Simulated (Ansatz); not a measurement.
WSe₂ built on the 2H-MoS2 prototype, relaxed with r2SCAN+rVV10 in Ansatz 0.2.0. Space group P6_3/mmc (No. 194), hexagonal; conventional cell a = 3.300 Å, c = 13.149 Å, 20.66 Å³ an atom. W is surrounded by 6 Se at 2.53 Å; Se is surrounded by 3 W at 2.53 Å.

The axes x, y and z are those of this cell:
```xyz
6
Lattice="3.2997 0.0000 0.0000 -1.6498 2.8576 0.0000 0.0000 0.0000 13.1487" Properties=species:S:1:pos:R:3 pbc="T T T"
W     0.0000    1.9051    3.2872
W     1.6498    0.9525    9.8615
Se    1.6498    0.9525    4.9526
Se    1.6498    0.9525    1.6218
Se    0.0000    1.9051   11.5269
Se    0.0000    1.9051    8.1961
```

Unstrained: With PBE the valence top lies at Γ and the conduction bottom at Γ–K (0.54 of the way from Γ), 1.022 eV higher; the smallest vertical gap, at K, is 1.496 eV. With r2SCAN the valence top lies at Γ and the conduction bottom at Γ–K (0.54 of the way from Γ), 1.143 eV higher; the smallest vertical gap, at K, is 1.612 eV. With HSE06 the valence top lies at Γ and the conduction bottom at Γ–K (0.54 of the way from Γ), 1.500 eV higher; the smallest vertical gap, at K, is 1.948 eV. r2SCAN+SOC gives an indirect gap of 1.066 eV, from Γ to Γ–K (0.54 of the way from Γ); the least direct gap is 1.391 eV at K. Meshes: PBE 12×12×2, r2SCAN 12×12×2, HSE06 6×6×2, r2SCAN+SOC 12×12×2. Strains are changes of length per length. After each strain the atoms were relaxed again with r2SCAN+rVV10 within the symmetry that the strain leaves, so tilts or polar shifts that break it weren't tested; points keep the names that they have in the unstrained zone. (Simulation; no magnetic order is allowed.)

(1) Apply uniaxial -1.0 % along z, other directions held. How far does the gap move, against the unstrained cell?

(2) Apply uniaxial +3.0 % along z, other directions held. How far does the gap move, against the unstrained cell?

(3) Apply uniaxial +4.0 % along z, other directions held. How far does the gap move, against the unstrained cell?

(4) Estimate what uniaxial -3.0 % along z, other directions held does to the gap.

(5) Apply uniaxial +2.0 % along z, other directions held. How far does the gap move, against the unstrained cell?

(6) Estimate what uniaxial -2.0 % along z, other directions held does to the gap.

(7) Estimate what uniaxial +1.0 % along z, other directions held does to the gap.

(8) Apply uniaxial -4.0 % along z, other directions held. How far does the gap move, against the unstrained cell?

(9) Order the strained cells by their r2SCAN+SOC gap, smallest first.
A. uniaxial +2.0 % along z, other directions held
B. uniaxial -2.0 % along z, other directions held
C. uniaxial +4.0 % along z, other directions held
D. uniaxial -4.0 % along z, other directions held
E. uniaxial +3.0 % along z, other directions held
F. uniaxial +1.0 % along z, other directions held
G. uniaxial -1.0 % along z, other directions held
H. uniaxial -3.0 % along z, other directions held

## Answers

(1) PBE: the gap goes from 1.022 to 0.974 eV (-0.048 eV). r2SCAN: the gap goes from 1.143 to 1.094 eV (-0.049 eV). HSE06: the gap goes from 1.500 to 1.445 eV (-0.055 eV). r2SCAN+SOC: the gap goes from 1.066 to 1.018 eV (-0.048 eV).

(2) PBE: the gap goes from 1.022 to 1.159 eV (+0.137 eV). r2SCAN: the gap goes from 1.143 to 1.283 eV (+0.140 eV). HSE06: the gap goes from 1.500 to 1.655 eV (+0.155 eV). r2SCAN+SOC: the gap goes from 1.066 to 1.200 eV (+0.134 eV).

(3) PBE: the gap goes from 1.022 to 1.202 eV (+0.180 eV). r2SCAN: the gap goes from 1.143 to 1.326 eV (+0.183 eV). HSE06: the gap goes from 1.500 to 1.704 eV (+0.204 eV). r2SCAN+SOC: the gap goes from 1.066 to 1.234 eV (+0.168 eV); the edges go from Γ → Γ–K (0.54) to K → Γ–K (0.54).

(4) PBE: the gap goes from 1.022 to 0.877 eV (-0.145 eV). r2SCAN: the gap goes from 1.143 to 0.993 eV (-0.150 eV). HSE06: the gap goes from 1.500 to 1.332 eV (-0.168 eV). r2SCAN+SOC: the gap goes from 1.066 to 0.920 eV (-0.146 eV).

(5) PBE: the gap goes from 1.022 to 1.114 eV (+0.092 eV). r2SCAN: the gap goes from 1.143 to 1.237 eV (+0.094 eV). HSE06: the gap goes from 1.500 to 1.605 eV (+0.105 eV). r2SCAN+SOC: the gap goes from 1.066 to 1.157 eV (+0.091 eV).

(6) PBE: the gap goes from 1.022 to 0.926 eV (-0.096 eV). r2SCAN: the gap goes from 1.143 to 1.044 eV (-0.099 eV). HSE06: the gap goes from 1.500 to 1.389 eV (-0.111 eV). r2SCAN+SOC: the gap goes from 1.066 to 0.970 eV (-0.096 eV).

(7) PBE: the gap goes from 1.022 to 1.069 eV (+0.047 eV). r2SCAN: the gap goes from 1.143 to 1.191 eV (+0.048 eV). HSE06: the gap goes from 1.500 to 1.553 eV (+0.053 eV). r2SCAN+SOC: the gap goes from 1.066 to 1.112 eV (+0.046 eV).

(8) PBE: the gap goes from 1.022 to 0.827 eV (-0.195 eV). r2SCAN: the gap goes from 1.143 to 0.941 eV (-0.202 eV). HSE06: the gap goes from 1.500 to 1.274 eV (-0.226 eV). r2SCAN+SOC: the gap goes from 1.066 to 0.870 eV (-0.196 eV).

(9) D (0.87 eV), H (0.92 eV), B (0.97 eV), G (1.02 eV), F (1.11 eV), A (1.16 eV), E (1.20 eV), C (1.23 eV).

Only the levels marked +SOC include spin-orbit coupling.

Where an edge lies off the special points, it is a point of the mesh or the k point where a search put PBE's edge or least direct gap, reused for the other functionals, whose own edges may lie a little apart.

The meshes of the hybrids are coarse, so their gaps aren't converged to the digits shown.
